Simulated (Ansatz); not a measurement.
A trial structure of TeF3 was built thus: random cell by space group and Wyckoff sites (P4/mmm, No. 123). The dimensions are guesses.

```
CELL_PARAMETERS angstrom
4.10122 0.00000 0.00000
0.00000 4.10122 0.00000
0.00000 0.00000 4.12871
ATOMIC_POSITIONS crystal
Te 0.00000 0.00000 0.00000
F 0.00000 0.00000 0.33666
F 0.00000 0.00000 0.66334
F 0.50000 0.50000 0.00000
```

Theory: DFT PBE, scalar-relativistic, plane waves, PAW in Ansatz 0.2.0. Cutoff 420 eV, Gaussian smearing, Γ-centred meshes. Cell and atoms relax first on a coarse mesh and then on a finer one. In between, the cell is made exact in the group found at 0.06 Å. In metals the finer mesh still leaves noise of several meV/atom or more. The steps can't lower the symmetry of their start. No spin polarisation.

A guess keeps its type if space group and coordination stay and the shape of the cell changes little (axis ratios within about 15 %, angles within 6°); the volume may change.

Q: Will the relaxed cell still be of the starting type?

A: It doesn't keep its type. The symmetry stays P4/mmm (No. 123). The volume per atom grows by 35.6 %, from 17.4 to 23.5 Å³. The shortest distance goes from 1.35 Å (F–F) to 1.97 Å (Te–F). The ratio c/a of the conventional cell changes by a factor of 1.97. Counting neighbours within 15 % of an atom's shortest distance, the start has F 2/12, Te 2 and the end F 1/4, Te 2. In detail, at the end Te has 2 F at 1.97 Å and 4 F at 2.56 Å; around F on a site of symmetry 4mm lies 1 Te at 1.97 Å; F on a site of symmetry 4/mmm is surrounded by 4 Te at 2.56 Å.

```
CELL_PARAMETERS angstrom
3.61944 0.00000 0.00000
0.00000 3.61944 0.00000
0.00000 0.00000 7.18722
ATOMIC_POSITIONS crystal
Te 0.00000 0.00000 0.00000
F 0.00000 0.00000 0.27404
F 0.00000 0.00000 0.72596
F 0.50000 0.50000 0.00000
```

Formation energies are uncorrected and refer to the elements' standard structures at the same level (F₂ as a molecule).

Q: At what energy does it end?

A: −1.45 eV/atom. It lies below the elements, which doesn't yet make it stable against other compounds or structures.

The last run used a 12×12×8 mesh (in the run's order of axes) for its 4-atom cell and Gaussian smearing of 0.10 eV. Weakly bound directions are ill-defined at this level, which has no dispersion term. These runs have no spin–orbit coupling, which can matter for Te. An odd number of electrons in the primitive cell allows no gap without spin; a larger cell or a magnetic state could open one. The cell is a metal run without spin; a magnetic state may lie lower. The reference form of Te is held partly by dispersion forces, which this level lacks. Symmetry constrained the relaxation, so the result can be a saddle point.

In counts of neighbours, a slash parts the counts of unlike sites.
